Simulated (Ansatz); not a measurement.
Relaxed NiO (rock salt):

```xyz
2
Lattice="0.0000 2.0953 2.0953 2.0953 0.0000 2.0953 2.0953 2.0953 0.0000" Properties=species:S:1:pos:R:3 pbc="T T T"
O      0.0000     0.0000     0.0000
Ni     2.0953     2.0953     2.0953
```

Level of theory: r2SCAN (plane waves to 500 eV, PAW, scalar-relativistic; Ansatz, a program for electronic structure). k mesh 11×11×11 (Γ-centred), Fermi-Dirac smearing 0.05 eV. NiO is run spin-polarised and with no Hubbard U; the real compound is an antiferromagnetic insulator, a state that this run doesn't describe. NiO was relaxed with its symmetry unable to fall. Relaxed NiO ends ferromagnetic. The PAW data are Ansatz's earlier set. Other magnetic orders were not checked, so this need not be the ground state.

One atom of the cell was then moved (with its periodic images), all else fixed, and the forces (eV/Å) came out as:

| atom | Fx | Fy | Fz |
|---|---|---|---|
| O1 | -0.084 | -0.084 | -0.084 |
| Ni2 | 0.084 | 0.084 | 0.084 |

With two atoms only their relative shift counts; take Ni2 as fixed.

Problem. Which atom was moved, and by which vector (Å)?

Solution. O1, by (0.02, 0.02, 0.02), 0.04 Å in all.

(For displaced atoms, the force is minus the slope of the energy, and its curvature is a force constant, which sets phonon frequencies.)
